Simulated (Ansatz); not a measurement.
RbBr:
```yaml
crystal:
  lattice:
    - [0.00000, 3.50893, 3.50893]
    - [3.50893, 0.00000, 3.50893]
    - [3.50893, 3.50893, 0.00000]
  atoms:
    - { symbol: Rb, position: [0.00000, 0.00000, 0.00000] }
    - { symbol: Br, position: [0.50000, 0.50000, 0.50000] }
```

PBE in the plane-wave PAW code Ansatz gives a gap of 4.19 eV without spin–orbit coupling, maximum at Γ, minimum at Γ.

Q: What happens when spin–orbit coupling is switched on?

A: The gap shrinks by 0.16 eV, to 4.03 eV; maximum at Γ, minimum at Γ.

Q: How large is the spin–orbit splitting of the valence top at Γ?

A: The fourfold level lies 0.49 eV above the split-off pair.

Q: Give the electron effective mass with spin–orbit coupling.

A: 0.39 mₑ (isotropic).

Q: Give the hole effective mass with spin–orbit coupling, band 1 of 2 at the edge.

A: 5.4 along [100], 3.2 along [110], 2.8 along [111] (mₑ).

Q: Give the hole effective mass with spin–orbit coupling, band 2 of 2 at the edge.

A: 0.83 along [100], 0.93 along [110], 0.98 along [111] (mₑ).

Space group Fm-3m (rock salt). Symmetry was held in the PBE relaxation; phonons on a q-mesh show no instability.

Potentials: the later of the program's two PAW sets.
